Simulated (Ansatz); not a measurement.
Method: DFT, LDA (PW92), plane waves (420 eV) with PAW, scalar-relativistic (Ansatz 0.2.0). The PAW files were generated under PBE, with cores re-solved for the functional.

An element in the omega (AlB2-type) structure gives this curve. The cell is scaled uniformly from the relaxed one, with fractional coordinates and shape fixed. Energies are extrapolated to zero smearing, pressures are those at the given smearing. Magnetic state: spin not included.

| V (Å³/atom) | E − E₀ (meV/atom) | P (GPa) |
| --- | --- | --- |
| 21.972 | 69.4 | 8.57 |
| 22.970 | 28.0 | 4.98 |
| 23.969 | 6.4 | 2.20 |
| 24.968 | 0.0 | 0.03 |
| 25.967 | 5.5 | -1.65 |
| 26.965 | 20.2 | -2.96 |
| 27.964 | 42.1 | -3.96 |

Task: Which element is it?
A. indium
B. magnesium
C. mercury
D. tellurium

Result: A. Its fit is V₀ = 24.96 Å³/atom, B₀ = 47 GPa, B₀′ = 5.3.
